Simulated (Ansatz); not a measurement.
Here is the system:

Ge$_{2}$Pd:
Space group I4/mmm (No. 139); a = b = 3.519 Å, c = 8.333 Å, α = β = γ = 90.00°

```json
[
 {"atom": "Pd", "site": "2a", "symmetry": "4/mmm", "x": "0.0000", "y": "0.0000", "z": "0.0000"},
 {"atom": "Ge", "site": "4e", "symmetry": "4mm", "x": "0.0000", "y": "0.0000", "z": "0.3360"}
]
```
(The calculation used a cell of 3 atoms; values per cell refer to that cell.)

This is the PBE-relaxed structure.

All from PBE (plane waves, PAW; program Ansatz), unless another level is named. Give the electronic character.

metallic (no gap).

Next, the formation energy from the elements (no fitted shifts)?

-0.066 eV/atom.

Next, the density of states at the Fermi level?

0.48 states/eV per atom (mean over ±0.08 eV).

The cell is a constructed one: a structure type filled with these elements; neither database checked (COD, Materials Project) lists it. Its standing as an ambient phase is unchecked. Symmetry was held in the PBE relaxation; its stability against distortions is not shown here. No spin polarisation was allowed. The references are the lowest solids computed at this level, not always the standard phases. Scalar-relativistic: spin–orbit coupling is off unless named, which matters more the heavier the elements.

Potentials: the later of the program's two PAW sets.
